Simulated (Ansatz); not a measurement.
PNO:
```
CELL_PARAMETERS angstrom
     -2.22308     2.38652     3.51227
      2.22308    -2.38652     3.51227
      2.22308     2.38652    -3.51227
ATOMIC_POSITIONS crystal
  P  0.61095 0.36095 0.25000
  P  0.88905 0.13905 0.75000
  N  0.75000 0.39448 0.64448
  N  0.25000 0.10552 0.85552
  O  0.87531 0.25000 0.12531
  O  0.62469 0.75000 0.37469
```

Relaxed with r²SCAN.

Which orbitals make up the states near the band edges in r²SCAN (plane waves, PAW; program Ansatz)?

Top 1 eV of the valence band: N 2p 87 %, O 2p 6 %. Bottom 1 eV of the conduction band: P 3p 48 %, P 3s 11 %, O 2s 8 %, N 2p 8 %, N 2s 6 %, outside the projected shells 16 %. Projections are on Löwdin-orthogonalised atomic valence shells; empty p or d shells of many metals are not among them.

Tabulate the density of states.

States/eV per cell of 6 atoms, in 0.25 eV bins, energy from the valence-band maximum.

| E (eV) | total | N 2p | O 2p | P 3p |
|---|---|---|---|---|
| -7.86 | 5.18 | 2.04 | 1.38 | 1.54 |
| -7.61 | 2.04 | 0.88 | 0.47 | 0.61 |
| -7.36 | 0.54 | 0.28 | 0.08 | 0.17 |
| -7.11 | 0.06 | 0.03 | 0.00 | 0.02 |
| -6.86 | 0.00 | 0.00 | 0.00 | 0.00 |
| -6.61 | 0.00 | 0.00 | 0.00 | 0.00 |
| -6.36 | 0.00 | 0.00 | 0.00 | 0.00 |
| -6.11 | 0.00 | 0.00 | 0.00 | 0.00 |
| -5.86 | 0.15 | 0.01 | 0.10 | 0.02 |
| -5.61 | 2.39 | 0.25 | 1.66 | 0.22 |
| -5.36 | 4.21 | 0.44 | 3.08 | 0.28 |
| -5.11 | 2.94 | 0.33 | 2.16 | 0.18 |
| -4.86 | 3.17 | 0.42 | 2.29 | 0.19 |
| -4.61 | 4.06 | 0.60 | 2.96 | 0.21 |
| -4.36 | 3.03 | 0.61 | 2.07 | 0.13 |
| -4.11 | 2.67 | 0.55 | 1.84 | 0.10 |
| -3.86 | 1.36 | 0.26 | 0.98 | 0.04 |
| -3.61 | 2.94 | 0.40 | 2.32 | 0.09 |
| -3.36 | 2.89 | 0.58 | 2.08 | 0.12 |
| -3.11 | 1.91 | 0.33 | 1.43 | 0.08 |
| -2.86 | 0.60 | 0.20 | 0.32 | 0.04 |
| -2.61 | 1.87 | 1.03 | 0.59 | 0.12 |
| -2.36 | 5.34 | 3.48 | 1.04 | 0.35 |
| -2.11 | 5.70 | 3.82 | 0.89 | 0.32 |
| -1.86 | 4.09 | 2.59 | 0.78 | 0.18 |
| -1.61 | 2.51 | 1.67 | 0.51 | 0.12 |
| -1.36 | 2.43 | 1.73 | 0.43 | 0.11 |
| -1.11 | 1.73 | 1.38 | 0.19 | 0.06 |
| -0.86 | 0.72 | 0.59 | 0.08 | 0.02 |
| -0.61 | 3.32 | 2.83 | 0.26 | 0.10 |
| -0.36 | 3.37 | 2.99 | 0.14 | 0.11 |
| -0.11 | 0.59 | 0.54 | 0.02 | 0.02 |
| 0.14 | 0.00 | 0.00 | 0.00 | 0.00 |
| 0.39 | 0.00 | 0.00 | 0.00 | 0.00 |
| 0.64 | 0.00 | 0.00 | 0.00 | 0.00 |
| 0.89 | 0.00 | 0.00 | 0.00 | 0.00 |
| 1.14 | 0.00 | 0.00 | 0.00 | 0.00 |
| 1.39 | 0.00 | 0.00 | 0.00 | 0.00 |
| 1.64 | 0.00 | 0.00 | 0.00 | 0.00 |
| 1.89 | 0.00 | 0.00 | 0.00 | 0.00 |
| 2.14 | 0.00 | 0.00 | 0.00 | 0.00 |
| 2.39 | 0.00 | 0.00 | 0.00 | 0.00 |
| 2.64 | 0.00 | 0.00 | 0.00 | 0.00 |
| 2.89 | 0.00 | 0.00 | 0.00 | 0.00 |
| 3.14 | 0.00 | 0.00 | 0.00 | 0.00 |
| 3.39 | 0.00 | 0.00 | 0.00 | 0.00 |
| 3.64 | 0.00 | 0.00 | 0.00 | 0.00 |
| 3.89 | 0.00 | 0.00 | 0.00 | 0.00 |
| 4.14 | 0.00 | 0.00 | 0.00 | 0.00 |
| 4.39 | 0.00 | 0.00 | 0.00 | 0.00 |
| 4.64 | 0.00 | 0.00 | 0.00 | 0.00 |
| 4.89 | 0.00 | 0.00 | 0.00 | 0.00 |
| 5.14 | 0.00 | 0.00 | 0.00 | 0.00 |
| 5.39 | 0.00 | 0.00 | 0.00 | 0.00 |
| 5.64 | 0.00 | 0.00 | 0.00 | 0.00 |
| 5.89 | 0.14 | 0.01 | 0.00 | 0.07 |
| 6.14 | 1.00 | 0.06 | 0.02 | 0.54 |
| 6.39 | 1.97 | 0.15 | 0.05 | 1.00 |
| 6.64 | 2.65 | 0.23 | 0.09 | 1.20 |
| 6.89 | 2.15 | 0.19 | 0.10 | 0.86 |
| 7.14 | 3.10 | 0.28 | 0.17 | 1.21 |
| 7.39 | 3.22 | 0.22 | 0.23 | 1.27 |
| 7.64 | 2.56 | 0.19 | 0.17 | 1.10 |
| 7.89 | 4.15 | 0.37 | 0.30 | 1.97 |
| 8.14 | 2.31 | 0.22 | 0.16 | 0.99 |
| 8.39 | 0.98 | 0.08 | 0.07 | 0.41 |
| 8.64 | 3.61 | 0.29 | 0.27 | 1.46 |
| 8.89 | 3.09 | 0.22 | 0.24 | 1.07 |
| 9.14 | 2.92 | 0.18 | 0.22 | 0.99 |
| 9.39 | 2.35 | 0.14 | 0.15 | 0.68 |
| 9.64 | 2.70 | 0.19 | 0.16 | 0.81 |
| 9.89 | 0.93 | 0.08 | 0.05 | 0.26 |
| 10.14 | 4.96 | 0.37 | 0.33 | 1.45 |
| 10.39 | 2.45 | 0.20 | 0.15 | 0.65 |
| 10.64 | 1.28 | 0.10 | 0.08 | 0.31 |

Space group I2_12_12_1. The first step of the workflow began from a Materials Project structure, measured or hypothetical; the Crystallography Open Database copy checked does not list it. Its standing as an ambient phase is unchecked. The r²SCAN relaxation kept the symmetry of its start; its stability against distortions is not shown here.

Potentials: the later of the program's two PAW sets.
